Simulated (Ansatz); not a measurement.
Sr:
```xyz
2
Lattice="-3.7162 3.7162 2.0136 3.7162 -3.7162 2.0136 3.7162 3.7162 -2.0136" Properties=species:S:1:pos:R:3 pbc="T T T"
Sr     0.0000     3.7162     1.0068
Sr     0.0000     0.0000     0.0000
```

Relaxed with r²SCAN. Special points in fractions of this cell's reciprocal vectors: Γ (0.000, 0.000, 0.000); X (0.000, 0.000, 0.500); M (-0.500, 0.500, 0.500); Z (0.323, 0.323, -0.323); Z0 (-0.323, 0.677, 0.323); P (0.250, 0.250, 0.250); N (0.000, 0.500, 0.000).

### Question
List the band energies nearest the Fermi level at these points for the program Ansatz at the r²SCAN with spin–orbit coupling level (PAW).

### Answer
In eV from the Fermi level; about four levels below and three above (degenerate sets whole), none deeper than 8.9 eV; points with the same levels are listed once.

| k | below | above |
|---|---|---|
| Γ | -3.59 -3.59 -0.32 -0.32 | 0.94 0.94 1.42 1.42 |
| X | -1.93 -1.93 -1.93 -1.93 | 1.32 1.32 1.32 1.32 |
| M | -0.18 -0.18 -0.18 -0.18 | 2.02 2.02 2.02 2.02 |
| Z | -0.13 -0.13 -0.12 -0.12 | 0.25 0.25 0.44 0.44 |
| P | -0.04 -0.04 -0.03 -0.03 | 2.10 2.10 2.13 2.13 |
| N | -0.75 -0.75 -0.14 -0.14 | 0.01 0.01 1.33 1.33 |

Space group I4_1/amd (β-Sn type). The workflow started from a Materials Project entry (that database holds measured and hypothetical structures alike); the Crystallography Open Database copy checked does not list it. It is not the phase usual at ambient conditions (space group No. 225). The cell was relaxed with r²SCAN under the symmetry of its start; phonons show weakly imaginary modes.

Potentials: the earlier of the program's two PAW sets. The files were generated under PBE; for other functionals the program regenerates the frozen cores, and for LDA and PBEsol the local potential too.
